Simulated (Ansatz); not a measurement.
**Zincblende alloy of GaAs and InP (36 of 64 As sites, 36 of 64 Ga sites exchanged), 128 atoms**

Ansatz, PAW, plane waves. PBEsol relaxation of volume and atoms (shape held) at the single k point (½, ½, ½); single points on the relaxed atoms at the Γ point alone, onto which points of the small cell's zone fold. Arrangement: quasirandom. No spin–orbit coupling unless named.

Relaxed structure:

```xyz
128
Lattice="0.0000 11.5546 11.5546 11.5546 0.0000 11.5546 11.5546 11.5546 0.0000" Properties=species:S:1:pos:R:3 pbc="T T T"
Ga   11.5116   23.0153   11.5416
Ga   11.5352   17.3179    5.8631
Ga    5.8371    5.7724    5.7503
Ga    5.8902   11.5224    5.7195
Ga   11.5479    5.7922   11.4659
Ga   11.5296   11.5498   11.5192
Ga   17.3300   11.5786   11.6485
Ga    2.9489    2.9956    5.8256
Ga   14.4053   20.2533   11.5602
Ga    8.5314    2.9667    5.7468
Ga    8.6778    8.6677    0.0650
Ga    8.7244    8.7059   11.5231
Ga    8.6823   14.4210   11.5561
Ga   14.4295   20.1875   17.3328
Ga   14.4252    8.7107   11.5433
Ga    8.6549   17.2830   14.4768
Ga    8.5508    5.7821    8.6610
Ga   20.0705   11.5078   14.3825
Ga    8.7159   11.5856    8.6733
Ga   14.4458   11.5438   14.3490
Ga   14.5314   17.3360   14.3942
Ga    5.8754    2.9915    2.8885
Ga    5.8050    8.7079    2.9532
Ga    5.8579    8.6137    8.6280
Ga   17.3186   20.2294   14.4457
Ga   11.4977   20.1537   14.4298
Ga   11.5055   14.4437    8.7183
Ga   17.3352   14.3947   14.4088
In    5.7817   11.5378   17.3126
In    5.8127    5.7904    0.0258
In   17.3432   17.3434   11.5875
In    5.8785   11.5762   11.5907
In   11.5325    5.8676    5.7393
In   11.5297   11.5523    5.8198
In   11.5888   11.6286   17.3514
In   11.4984   17.2998   11.5876
In   17.2850   17.2534   17.2535
In   14.4239    2.9937   11.6033
In    2.9543    8.5888    5.7704
In   20.1963   14.3784   11.5594
In    8.6231    8.6586    5.7686
In    8.6434    8.6276   17.2424
In    8.6502   14.4352    5.8179
In   14.4425   14.3892   11.5882
In   14.5040   14.4136   17.3463
In   14.4519   23.0765   14.4780
In    3.0050    5.8192    2.9262
In   14.4020   17.2673    8.6052
In    2.8729   11.4895    8.7087
In    8.6580    0.0785    8.6941
In   20.2162   17.3335   14.5080
In    8.6177   11.5518   14.3536
In    8.7520   17.2857    8.7458
In   14.4342    5.8394    8.6819
In   14.4726   11.5429    8.7347
In   11.5675   14.4385    2.9039
In   11.5821   20.1709    8.7590
In    5.7868    2.9171    8.6297
In    5.8884   14.4181    8.6254
In   11.5296    2.8976    8.7311
In   11.5747    8.7221    8.7001
In   11.4986    8.6521   14.3734
In   11.5250   14.4390   14.3475
In   17.2444    8.7011    8.7035
As    1.3680    1.3347    1.3529
As    7.2970    7.2953    1.5680
As    7.2709    7.3954   13.0249
As   13.0183    7.1941   12.8483
As   13.0317   13.1565    7.2642
As   13.0644   18.7995   13.0403
As   18.7478   18.7163   18.8004
As    4.5168   10.0987    7.2108
As    4.3595    9.9967   12.9834
As    9.9433    4.3598    7.2120
As   10.1751    4.4153   12.9193
As   10.0817   10.1003    1.4717
As   10.1076   10.0861   18.7831
As   15.8897   10.0783   13.0037
As    4.3598    1.6334    4.3166
As    4.2932    7.3398   10.0773
As    4.3401   13.0331   10.1297
As   10.0221    7.1524   10.1128
As    9.9718   12.8847    4.2227
As    9.9867   13.0965   15.9465
As   15.9662   12.8925   15.8034
As   15.8358   18.8384   15.8153
As    1.4619    4.3823    4.4808
As    7.3344   10.0558   10.0224
As   12.9432    9.9409    4.3556
As   13.0755   10.1577   15.8017
As   13.0822   15.9527   15.7905
As   18.7632   10.1392   10.2788
P     1.3614    7.1550    7.1640
P     7.2647    1.5149    7.1368
P     7.1546    7.1257    7.2527
P     7.2652   12.8282    7.2106
P     7.2423   13.1854   13.0058
P    13.0481    7.3190    7.1677
P    12.9544   12.8332   12.9632
P    13.0221   13.0247   18.8343
P    18.6807   12.9448   13.0460
P     4.4460    4.2910    1.5337
P     4.3841    4.3778    7.0799
P    10.0317   10.1726    7.3058
P    10.0912   10.1369   12.8254
P    10.2314   15.8626    7.2551
P     9.9306   15.8699   12.9830
P    15.7794   10.0509    7.1274
P    15.9151   15.8565   13.1099
P    15.9021   15.8830   18.8264
P     4.5578    7.2304    4.3522
P    10.1934    1.3472   10.2122
P    10.0516    7.2126    4.1815
P    10.2114    7.1193   15.9702
P    10.1054   13.0023   10.1207
P    10.0312   18.8515   10.2433
P    15.8043    7.2966   10.2225
P    16.0172   12.9417   10.1952
P     1.4305   10.0861   10.2661
P     7.2195    4.3861    4.3333
P     7.2618    4.3768   10.0664
P     7.1735   10.1475    4.2630
P     7.1381   10.0421   15.7638
P     7.3173   15.7983   10.1900
P    12.9324    4.4402   10.1508
P    12.9988   10.1405   10.2588
P    12.9120   15.7885   10.0765
P    18.6956   15.7527   15.7955
```

Problem. What are the mean bond lengths by pair (pairs within 1.2 times the sum of covalent radii, less contacts 15 % beyond the pair's median; cation–cation pairs of compounds aside; long ionic contacts are cut short by that bound)?

Solution. As–Ga 2.464 ± 0.021 Å (standard deviation, 54 bonds); As–In 2.602 ± 0.019 Å (standard deviation, 58 bonds); Ga–P 2.392 ± 0.027 Å (standard deviation, 58 bonds); In–P 2.540 ± 0.019 Å (standard deviation, 86 bonds).

Problem. What gap lies between the top filled and the lowest empty level in the single points?

Solution. HSE06 1.32 eV (3.1 min on NVIDIA H100).
